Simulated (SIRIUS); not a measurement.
A self-consistent single point of InSe (Cm, 8 atoms in the cell; from Materials Project mp-1079260, changed as shown) with SIRIUS.

Method: PBEsol, PseudoDojo 0.4 standard norm-conserving PBEsol (tails mended) pseudopotentials (plane waves; SIRIUS).

The change in words: atom 8 moved by -0.08 angstrom along y. Reference geometry (P-6m2):
```yaml
crystal:
  lattice:
    - [4.04733, 0.00000, 0.00000]
    - [-2.02366, 3.50509, 0.00000]
    - [0.00000, 0.00000, 18.05206]
  atoms:
    - { symbol: In, position: [0.00000, 0.00000, 0.57739] }
    - { symbol: In, position: [0.00000, 0.00000, 0.42261] }
    - { symbol: In, position: [0.33333, 0.66667, 0.92261] }
    - { symbol: In, position: [0.33333, 0.66667, 0.07739] }
    - { symbol: Se, position: [0.66667, 0.33333, 0.85300] }
    - { symbol: Se, position: [0.66667, 0.33333, 0.14700] }
    - { symbol: Se, position: [0.33333, 0.66667, 0.64702] }
    - { symbol: Se, position: [0.33333, 0.66667, 0.35298] }
```

Reference input (self-consistent single point, DFT, PBEsol, plane waves, PseudoDojo 0.4 standard norm-conserving PBEsol (tails mended) pseudopotentials): parameters.ngridk = 3 3 1; parameters.xc_functionals = [XC_GGA_X_PBE_SOL, XC_GGA_C_PBE_SOL]; parameters.gk_cutoff = 9.274 1/bohr; parameters.pw_cutoff = 18.548 1/bohr; parameters.smearing = gaussian; parameters.smearing_width = 0.000367493 Ha; potentials = PseudoDojo 0.4 standard norm-conserving PBEsol (tails mended) pseudopotentials; parameters.electronic_structure_method = pseudopotential; parameters.num_bands = 70; parameters.num_mag_dims = 0; parameters.num_dft_iter = 100; parameters.energy_tol = 1e-07 Ha. This run's input differs from it in these lines:

```diff
@@ -54,3 +54,3 @@
         [-3.8242e-06, 4.4157768958, 22.0720840213],
-        [-3.8242e-06, 4.4157768958, 12.041365364]
+        [-3.8242e-06, 4.2645984336, 12.041365364]
       ]
```

Log, with long lists cut:

```
[find] density tolerance         : 1e-06
[find] total energy tolerance    : 1e-07
[find] iter_solver_tol (initial) : 0.01
[find] iter_solver_tol (target)  : 1e-13
[find] num_dft_iter              : 100
Charges and magnetic moments
--------------------------------------------------------------------------------
total charge          : 116.000000
[find] | SCF iteration   0 out of 100|
[diagonalize] iterative solver tolerance (occupied, empty): 0.01 0.01
[diagonalize] average number of iterations: 2.5
[find] Charges and magnetic moments
[find] total charge          : 116.000000
[find] Energy
   [... lines left out ...]

[find] Charges and magnetic moments
[find] total charge          : 116.000000
[find] Energy
[find] smearing (-TS)                 :      -0.00000000
[find] Total energy                   :    -749.74123765 (Ha),   -1499.48247530 (Ry)
[find] Free energy (E-TS)             :    -749.74123765 (Ha),   -1499.48247530 (Ry)
[find] band gap (eV)                  :       0.62163845
[find] Efermi                         :       0.23149995
[find] iteration : 19, RMS (target) : 7.3105e-07 (1.0000e-06) , energy difference (target) : 1.0687e-11 (1.0000e-07)
[find] bands are converged : false
[find] iterative solver converged : true
[find] converged after 20 SCF iterations!
[find] Charges and magnetic moments
[find] total charge          : 116.000000
[find] Energy
[find] smearing (-TS)                 :      -0.00000000
[find] Total energy                   :    -749.74123765 (Ha),   -1499.48247530 (Ry)
[find] Free energy (E-TS)             :    -749.74123765 (Ha),   -1499.48247530 (Ry)
[find] band gap (eV)                  :       0.62163845
[find] Efermi                         :       0.23149995
[ground_state] === stress tensor components [kbar] ===
[ground_state] === stress_total ===
[ground_state]    -3.269430    0.000000    0.000000
[ground_state]     0.000000   -7.677734    4.035595
[ground_state]     0.000000    4.035595    6.452849
[ground_state] ==== total Forces in Ha/bohr =====
   [... lines left out ...]
[ground_state] atom:    3, force:      -0.0000000     -0.0000045     -0.0015068
[ground_state] atom:    4, force:      -0.0000000     -0.0000135     -0.0001857
[ground_state] atom:    5, force:      -0.0000000     -0.0000112      0.0001787
[ground_state] atom:    6, force:      -0.0000000     -0.0000914      0.0001810
[ground_state] atom:    7, force:       0.0000000      0.0088490     -0.0010053
```

The run converged in 20 iterations. SIRIUS prints the stress tensor with tension positive. Against the reference run the free energy rises by 2.2 meV/atom, the pressure moves little (0.12 to 0.15 GPa) and the largest force goes from 0.077 to 0.458 eV/Å.

The structure comes from a collection of computed structures, made at another level of theory; the collection holds predicted forms beside known ones.

Cost on one core: very roughly 2.6 core-minutes.

The gap that the log prints is read on the run's mesh, which can miss the band edges or a crossing.

“Tails mended”: in these copies of the files the far tail of each local potential was reset to the Coulomb form.
